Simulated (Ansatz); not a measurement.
Nb$_{2}$CS:
```cif
data_C2Nb4S2
_chemical_formula_sum 'Nb4 C2 S2'
_space_group_name_H-M_alt 'P63/mmc'
_space_group_IT_number 194
_space_group_name_Hall '-P 6c 2c'
_cell_length_a 3.32447
_cell_length_b 3.32447
_cell_length_c 11.54003
_cell_angle_alpha 90.000
_cell_angle_beta 90.000
_cell_angle_gamma 120.000
loop_
_atom_site_label
_atom_site_type_symbol
_atom_site_symmetry_multiplicity
_atom_site_Wyckoff_symbol
_atom_site_fract_x
_atom_site_fract_y
_atom_site_fract_z
_atom_site_occupancy
Nb1 Nb 4 f 0.33333 0.66667 0.09423 1
C1 C 2 a 0.00000 0.00000 0.00000 1
S1 S 2 d 0.66667 0.33333 0.25000 1
```

Relaxed at zero pressure with r²SCAN (plane waves, PAW; program Ansatz).

Q: The volume is lowered by 3 % and shape and atoms relax at that volume. What pressure results, and how do the axes share the change?

A: 6.4 GPa; a -1.2 %, b -1.2 %, c -0.6 %; the energy rises by 8 meV/atom.

Q: Give the new structure.

A: 
Space group P6₃/mmc (No. 194); a = b = 3.284 Å, c = 11.468 Å, α = β = 90.00°, γ = 120.00°

```tsv
atom	site	symmetry	x	y	z
Nb	4f	3m.	0.3333	0.6667	0.0954
C	2a	-3m.	0.0000	0.0000	0.0000
S	2d	-6m2	0.6667	0.3333	0.2500
```

The phase is kept; no other phase was compared at this pressure.

Space group P6_3/mmc. The workflow started from a Materials Project entry (that database holds measured and hypothetical structures alike); the Crystallography Open Database copy checked does not list it. Its standing as an ambient phase is unchecked. The r²SCAN relaxation kept the symmetry of its start; whether a distortion lowers the energy is not shown. No spin polarisation was allowed.

Potentials: the later of the program's two PAW sets.
